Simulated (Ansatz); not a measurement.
**How far is PAW off for NbH?**

```
CELL_PARAMETERS angstrom
1.84537 -2.39320 0.00000
1.84537 2.39320 0.00000
0.00000 0.00000 4.80423
ATOMIC_POSITIONS crystal
Nb 0.75000 0.25000 0.26884
Nb 0.25000 0.75000 0.73116
H 0.25000 0.25000 0.00000
H 0.75000 0.75000 0.00000
```

Atoms are numbered in the order listed.

Structure from Materials Project entry mp-1206371 (possibly hypothetical), not relaxed further.

Levels of theory: DFT, LDA, PAW with Ansatz's default frozen-core files, scalar-relativistic (Ansatz 0.2.0); DFT, LDA, all-electron LAPW, scalar-relativistic (Ansatz 0.2.0).

For PAW: a Γ-centred 11×11×7 k mesh, Fermi–Dirac smearing of 0.03 eV, cutoff 420 eV, no spin polarisation; the PAW files were made with PBE, and the program remakes their frozen cores for this functional. LAPW targets a basis error of 1 meV/atom. The Ansatz runs share mesh, smearing and spin set-up. Plane-wave (PAW) pressures include the program's estimate of the Pulay term.

Stress and pressure are positive in compression.

Levels count from the Fermi level.

PAW results:

| quantity | PAW |
| --- | --- |
| pressure (GPa) | -9.95 |
| stress xx (GPa) | -10.02 |
| stress yy (GPa) | -9.70 |
| stress zz (GPa) | -10.13 |
| force on Nb1, z (eV/Å) | -0.026 |
| highest filled level at E0 (eV) | -1.808 |
| lowest empty level at E0 (eV) | 1.388 |
| highest filled level at Γ (eV) | -0.784 |
| lowest empty level at Γ (eV) | 0.357 |
| highest filled level at A0 (eV) | -1.808 |
| lowest empty level at A0 (eV) | 1.388 |

Question: What does LAPW (all electrons) give for the same quantities?

Answer: 
| quantity | LAPW |
| --- | --- |
| pressure (GPa) | -9.97 |
| stress xx (GPa) | -10.03 |
| stress yy (GPa) | -9.73 |
| stress zz (GPa) | -10.15 |
| force on Nb1, z (eV/Å) | -0.027 |
| highest filled level at E0 (eV) | -1.809 |
| lowest empty level at E0 (eV) | 1.388 |
| highest filled level at Γ (eV) | -0.784 |
| lowest empty level at Γ (eV) | 0.358 |
| highest filled level at A0 (eV) | -1.809 |
| lowest empty level at A0 (eV) | 1.388 |
